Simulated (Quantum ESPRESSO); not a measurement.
## Different elements on one site among Au Ir Pt Ta

All numbers below are calculated, not measured. They come from Quantum ESPRESSO 7.5, a public plane-wave density functional program. Each row is one single-point run on a made-up periodic cell of eight metal atoms, with elements, volume, strain and displacements drawn at random and not relaxed, so a cell may be unstable or far from any real phase. There is no spin polarisation or spin-orbit coupling.

Settings: PBE unless stated; PseudoDojo standard norm-conserving files; Fermi-Dirac width 0.25 eV, which means electrons at about 2900 K; cutoff 1197 eV; 5 x 5 x 5 k mesh shifted half a step off Gamma. E is the free energy of the whole cell (internal energy minus TS), so a -TS column is already part of it. Stress is positive in tension, and the pressure P is minus a third of its trace.

Checks: one run of this series was repeated at a higher cutoff and on a denser mesh, which moved values by no more than 0.005 eV, 0.08 GPa and 0.006 eV/Å, and a second program with other atomic files agreed on it to 2 % rms in force and 0.5 GPa in pressure. Known limits: heavy elements are run without spin-orbit coupling, which real alloys of them have; a spin test at this wide smearing found no moment, but such smearing suppresses magnetism that the real alloy may have.

The lattice is hexagonal close-packed, and the cell vectors in Å are (0.000, 0.000, 4.714); (5.780, 0.000, 0.000); (-2.890, 5.006, 0.000), a volume of 136.41 Å³. The elements on sites 1 to 8 are Pt Au Ir Au Pt Ta Au X. The runs change X and keep the cell and the displaced positions. The column v is a rough volume for each atom of the pure element, close to PBE values, from general knowledge and not from these runs. Energies are left out, as each element's file has its own zero.

```
run   X  v (Å³)  -TS (eV)  force on X (eV/Å)  rms force (eV/Å)  P (GPa)
  1  Ti    17.3    -1.279              1.342             1.762     2.70
  2  Mo    15.8         ?                  ?                 ?        ?
  3  Pt    15.6    -1.175              1.498             1.751     2.12
  4  Rh    14.1    -1.316              1.125             1.719     0.03
  5  Ru    13.8    -1.388              1.036             1.742    -0.50
```

## Worked fit

A straight line through the runs shown gives P = -13.0 + 0.928 v GPa with v in Å³, an error of 0.203 on the slope and a scatter of 0.56 GPa. At this fixed volume the pressure tends to rise with the size of X.

## Withheld run

Question: what pressure should run 2, with Mo, give?

The fit gives 1.66 ± 0.64 GPa. The calculation gave 1.78 GPa.
